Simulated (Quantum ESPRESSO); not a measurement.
Empty bands for a GW run on BaTiO$_{3}$ (cubic perovskite, space group Pm-3m, No. 221): 127 bands on a 4×4×4 mesh, PBEsol, PseudoDojo standard norm-conserving files, scalar-relativistic, Quantum ESPRESSO. The input, in which only the diagonalization keyword changes:

```
&CONTROL
  calculation = 'nscf'
  pseudo_dir = './pseudo'
  outdir = './out'
/
&SYSTEM
  ibrav = 0
  nat = 5
  ntyp = 3
  ecutwfc = 84.0
  ecutrho = 336.0
  occupations = 'fixed'
  force_symmorphic = .true.
  nbnd = 127
/
&ELECTRONS
  conv_thr = 5e-09
  diago_full_acc = .true.
  diago_thr_init = 1e-08
  diagonalization = 'david'
/
ATOMIC_SPECIES
O 15.9990 O.upf
Ti 47.8670 Ti.upf
Ba 137.3270 Ba.upf
CELL_PARAMETERS angstrom
  4.007680000000   0.000000000000   0.000000000000
  0.000000000000   4.007680000000   0.000000000000
  0.000000000000   0.000000000000   4.007680000000
ATOMIC_POSITIONS crystal
O   0.500000000000   0.000000000000   0.000000000000
O   0.000000000000   0.500000000000   0.000000000000
O   0.000000000000   0.000000000000   0.500000000000
Ti   0.000000000000   0.000000000000   0.000000000000
Ba   0.500000000000   0.500000000000   0.500000000000
K_POINTS automatic
4 4 4 0 0 0
```

```json
[
 {"diagonalization": "david", "mean iterations per k point": "29", "rough time": "1", "largest change of an eigenvalue (eV)": "–"},
 {"diagonalization": "cg", "mean iterations per k point": "40", "rough time": "about 6×", "largest change of an eigenvalue (eV)": "3e-07"},
 {"diagonalization": "paro", "mean iterations per k point": "17", "rough time": "within a factor of two", "largest change of an eigenvalue (eV)": "6e-08"}
]
```

An iteration means different work in each solver, so the counts don't rank them. Times are rough ratios from shared machines.

Geometry of the Materials Project entry, not relaxed at this level.
